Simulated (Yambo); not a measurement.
```xyz
8
Lattice="5.5411 -2.1693 0.0000 5.5411 2.1693 0.0000 -2.1482 0.0000 7.1198" Properties=species:S:1:pos:R:3 pbc="T T T"
H      9.1313     0.0000     4.4070
H     -0.1974     0.0000     2.7129
O      8.1728     0.0000     4.2433
O      0.7612     0.0000     2.8766
Br     5.0055     0.0000     5.8851
Br     3.9284     0.0000     1.2347
Sr     7.1458     0.0000     1.9665
Sr     1.7882     0.0000     5.1533
```

SrBrOH (space group C2/m, No. 12): mean Im ε in 1 eV windows above the direct gap of 6.36 eV, for different electron-hole kernels (Yambo, broadening 0.15 eV, LDA (pw.x of Quantum ESPRESSO, ONCV potentials, scalar-relativistic) bands; 4×4×2 mesh, 12 valence and 17 conduction bands, static screening with 87 bands and a 3 Ry block, scissor 2.41 eV, Tamm-Dancoff; field along x).

```tsv
window (eV)	independent quasiparticles	TDDFT, adiabatic LDA kernel	BSE
6.4 to 7.4	0.4	0.3	3.1
7.4 to 8.4	1.1	0.9	5.0
8.4 to 9.4	3.7	2.5	4.0
9.4 to 10.4	5.5	4.1	3.5
10.4 to 11.4	3.5	3.2	2.1
11.4 to 12.4	3.1	3.3	1.3
```

This run doesn't resolve bound excitons or single peaks, so only averages are given, and they too depend on the mesh; weight that the attraction moves below the gap isn't listed. All transitions below 13.79 eV are in the band window. The scissor comes from a G0W0 run whose convergence isn't established.

Spin-orbit splittings are left out.

Geometry of the Materials Project entry, not relaxed at this level.

The structure is a Materials Project entry; no match was found in the copy of COD used, and its stability was not checked.
